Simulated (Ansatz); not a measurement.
NaCl:
```
NaCl
1.0
    0.00000     2.84776     2.84776
    2.84776     0.00000     2.84776
    2.84776     2.84776     0.00000
Cl Na
1 1
Direct
  0.00000   0.00000   0.00000
  0.50000   0.50000   0.50000
```

x, y and z are the axes in which the lattice vectors are written.

### Question
Give the high-frequency dielectric tensor and the Born effective charge tensors of the independent atoms from DFPT, the program Ansatz at the PBE level (PAW).

### Answer

ε∞:
```
2.48  0.00  0.00
0.00  2.48  0.00
0.00  0.00  2.48
```
Z* of atom 1 (Cl), rows: field, columns: displacement, in e:
```
-1.11   0.00   0.00
 0.00  -1.11   0.00
 0.00   0.00  -1.11
```
Z* of atom 2 (Na), rows: field, columns: displacement, in e:
```
1.11  0.00  0.00
0.00  1.11  0.00
0.00  0.00  1.11
```

Static charges for comparison (Bader): Cl1 -0.87, Na2 +0.87 e. Born charges measure polarisation by displacement and can exceed these by far.

Space group Fm-3m (rock salt). The PBE relaxation kept the symmetry of its start; phonons on a q-mesh show no instability.

Potentials: the later of the program's two PAW sets.
